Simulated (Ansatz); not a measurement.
**Competing collinear orders in Co (P63/mmc)**

```xyz
4
Lattice="2.5074 0.0000 0.0000 1.2537 2.1715 0.0000 0.0000 0.0000 8.1398" Properties=species:S:1:pos:R:3 pbc="T T T"
Co    2.5074    1.4476    1.0175
Co    2.5074    1.4476    5.0874
Co    1.2537    0.7238    3.0524
Co    1.2537    0.7238    7.1223
```

Geometry: a structure as deposited in COD, repeated to hold the magnetic orders; nothing is relaxed.

Common settings: PBE, 14×14×4 k mesh, Fermi–Dirac smearing of 0.08 eV. PAW means Ansatz 0.2.0 on its default frozen-core files; LAPW is all-electron LAPW in Ansatz 0.2.0. Site moments are integrated in spheres about the atoms, whose radii differ between the methods. Start moments of the first PAW run (μB): Co1 2, Co2 2, Co3 2, Co4 2.

Energies count from the run that starts all moments parallel. Patterns list the atoms that start with 0.5 μB or more.

| start | ΔF PAW (meV/atom) | ΔF LAPW (meV/atom) | largest moment, PAW (μB) | M, PAW (μB/cell) | order at the end, PAW | P, PAW (GPa) |
| --- | --- | --- | --- | --- | --- | --- |
| Co1↑, Co2↑, Co3↑, Co4↑ | 0.0 | 0.0 | 1.70 | 6.50 | kept | -4.0 |
| Co1↑, Co2↓, Co3↑, Co4↓ | +118.5 | +118.6 | ? | 0.00 | kept | -5.2 |
| Co1↑, Co2↑, Co3↑, Co4↓ | 0.0 | – | 1.70 | 6.50 | changed | -4.0 |
| no spin polarisation | ? | – | 0.00 | 0.00 | – | -14.6 |

Task: What belongs in the row "no spin polarisation", column "ΔF PAW (meV/atom)"?

Result: +230.2.

Task: Fill in "largest moment, PAW (μB)" for the row "Co1↑, Co2↓, Co3↑, Co4↓".

Result: 1.52.

Task: Map the PAW energies of the orders that kept their pattern on E = −Σ J s_i s_j over ordered pairs, with couplings only between Co atoms 2.50–2.51 Å apart. What J follows?

Result: Per Co atom, ΔE = Σ J·(n_parallel state − n_order), where n is the mean of Σ s_i s_j over a shell: Co1↑, Co2↓, Co3↑, Co4↓ has ΔE = +118.5 meV and Δn = 6.0. This gives J(2.50–2.51 Å) = +19.75 meV, which fits exactly since there are as many orders as couplings. All other shells are lumped into these numbers, so they are effective couplings.

The lowest of these ends as follows. Site moments (μB): Co1 1.70, Co2 1.70, Co3 1.70, Co4 1.70. Cell moment 6.50 μB. Orders of other supercells weren't tried and can lie lower.

The start Co1↑, Co2↑, Co3↑, Co4↓ ends so. Site moments (μB): Co1 1.70, Co2 1.70, Co3 1.70, Co4 1.70. Cell moment 6.50 μB.

The Ansatz runs typed with the search for lower states off end where their start leads. These are results for the start and cell typed. The real compound can order otherwise, in a larger cell, or not at all, since semilocal functionals at zero temperature often overstate magnetism. Left out because they may lie on a higher state: PAW, start Co1↑ Co2↑ Co3↓ Co4↓; LAPW, start Co1↑ Co2↑ Co3↓ Co4↓.
